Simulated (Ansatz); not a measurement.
## Hf, omega (AlB2-type): geometry optimisation

All numbers below come from Ansatz, DFT, r2SCAN, plane waves (500 eV) with PAW, scalar-relativistic. (PAW data from PBE, frozen cores regenerated.)

k-point mesh 7×7×10, Fermi-Dirac smearing 0.1 eV, no spin polarisation. Cell and atoms relax.

Starting structure:

```
Hf
1.0
     5.01956    0.00000    0.00000
    -2.50978    4.34706    0.00000
     0.00000    0.00000    3.07699
Hf
3
Direct
  0.00000 0.00000 0.00000
  0.33333 0.66667 0.50000
  0.66667 0.33333 0.50000
```

Q: The pressure at the start is -1.5 GPa. By how much does the volume change?

A: From 22.38 to 22.06 Å³ per atom, -1.4 %. The final cell has a = 4.972 Å, c = 3.091 Å (c/a = 0.622).

Q: How much energy does the relaxation gain?

A: 3.3 meV per atom.

Path of the relaxation (the plane waves are chosen anew near the end, which can shift the energy a little):

```csv
step,E − E(final) (meV/atom),V (Å³/atom),P (GPa),max force (eV/Å)
0,3.32,22.380,-1.47,0.000
1,-0.02,22.084,-0.08,0.000
2,-0.03,22.064,0.02,0.000
3,0.00,22.064,0.01,0.000
```
